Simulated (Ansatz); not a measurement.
Tc3Ru in space group P6_3/mmc (No. 194; Tc on 6h, Ru on 2d), r²SCAN (plane waves, PAW; program Ansatz), all energies at zero smearing, with the estimated change up to a 700 eV cutoff added, with one set of potentials and settings (totals compare only within such a set). Cell of 8 atoms (6 Tc, 2 Ru): -44239.460 eV.

| element | reference phase | E (eV/atom) |
|---|---|---|
| Tc | P6_3/mmc, 2 atoms in the cell | -5409.6038 |
| Ru | P6_3/mmc, 2 atoms in the cell | -5890.7039 |

Formation energy per atom, worked out: (-44239.460 − 6×(-5409.6038) − 2×(-5890.7039))/8 = -0.054 eV/atom (-5 kJ per mol of atoms), at 0 K, without zero-point energy or fitted corrections.

The first step of the workflow began from a Materials Project structure, measured or hypothetical; the Crystallography Open Database copy checked does not list it. With Tc and Ru taken as one species the cell has the higher symmetry P6_3/mmc, so it may be an ordered model of a mixed-site phase. Its standing as an ambient phase is unchecked. The r²SCAN relaxation kept the symmetry of its start; whether a distortion lowers the energy is not shown. The run is not spin-polarised. The references are the lowest solids computed at this level, not always the standard phases.

Potentials: the later of the program's two PAW sets.
